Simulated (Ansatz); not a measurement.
Given:

GeSe:
```cif
data_GeSe
_chemical_formula_sum 'Ge1 Se1'
_space_group_name_H-M_alt 'P-6m2'
_space_group_IT_number 187
_space_group_name_Hall 'P -6 2'
_cell_length_a 3.79574
_cell_length_b 3.79574
_cell_length_c 3.67705
_cell_angle_alpha 90.000
_cell_angle_beta 90.000
_cell_angle_gamma 120.000
loop_
_atom_site_label
_atom_site_type_symbol
_atom_site_symmetry_multiplicity
_atom_site_Wyckoff_symbol
_atom_site_fract_x
_atom_site_fract_y
_atom_site_fract_z
_atom_site_occupancy
Ge1 Ge 1 a 0.00000 0.00000 0.00000 1
Se1 Se 1 f 0.66667 0.33333 0.50000 1
```

This is the PBE-relaxed structure.

Problem. All from the program Ansatz at the PBE level (PAW), unless another level is named. Predict the electronic character.

Solution. metallic (no gap).

Problem. Predict the formation energy from the elements (no fitted shifts).

Solution. -0.045 eV/atom.

Problem. And the density of states at the Fermi level?

Solution. 0.30 states/eV per atom (mean over ±0.08 eV).

A made-up cell: these elements were put on the sites of a structure type; neither database checked (COD, Materials Project) lists it. It is not the phase usual at ambient conditions (space group No. 62). Symmetry was held in the PBE relaxation; its stability against distortions is not shown here. The references are the lowest solids computed at this level, not always the standard phases. Spin–orbit coupling is left out wherever it is not named.

Potentials: the later of the program's two PAW sets.
